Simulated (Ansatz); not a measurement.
B₂O₃ (space group P3_121)

```xyz
15
Lattice="4.3491 0.0000 0.0000 -2.1745 3.7664 0.0000 0.0000 0.0000 8.3716" Properties=species:S:1:pos:R:3 pbc="T T T"
B      2.0308     2.2656     6.4862
B      1.3716     0.6259     0.9052
B      3.1212     0.8749     3.6957
B      0.9467     2.8915     1.8853
B     -0.1438     1.5008     7.4664
B     -0.8029     3.1405     4.6758
O     -0.5552     2.0682     3.8531
O      0.6610     2.2515     6.6436
O     -0.1059     3.2131     1.0626
O      2.0687     0.5533     4.5184
O      1.6194     1.6982     1.7279
O      2.8356     1.5149     7.3090
O     -1.8283     3.1667     5.5810
O      0.3463     0.5997     0.0000
O      3.6566     0.0000     2.7905
```

This relaxed cell (volume V₀) is scaled evenly in all directions, its shape held. The atoms relax within the cell's symmetry.

All values below come from PBEsol (plane waves to 420 eV, PAW, scalar-relativistic; Ansatz, a program for electronic structure). k mesh 7×7×4 (Γ-centred), Fermi-Dirac smearing 0.05 eV. E stands for the smeared free energy. Stress and pressure are positive under compression. B2O3 was relaxed with its symmetry unable to fall. The zero of ΔE is the relaxed starting cell.

```
V/V₀      P (GPa)  ΔE (eV/atom)
-----  ----------  ------------
0.940        3.80    (withheld)
0.955        2.71        0.0033
0.970  (withheld)    (withheld)
0.985        0.82        0.0003
1.000        0.00        0.0000
1.015       -0.75        0.0003
1.030  (withheld)    (withheld)
1.045       -2.05        0.0027
1.060       -2.63        0.0048
```

Task: Some entries are withheld; supply them.

Result: 
- 0.940, ΔE (eV/atom): 0.0061
- 0.970, P (GPa): 1.72
- 0.970, ΔE (eV/atom): 0.0014
- 1.030, P (GPa): -1.43
- 1.030, ΔE (eV/atom): 0.0012

(A scan under strain: stresses follow from slopes of the energy per volume, elastic moduli from its curvatures.)
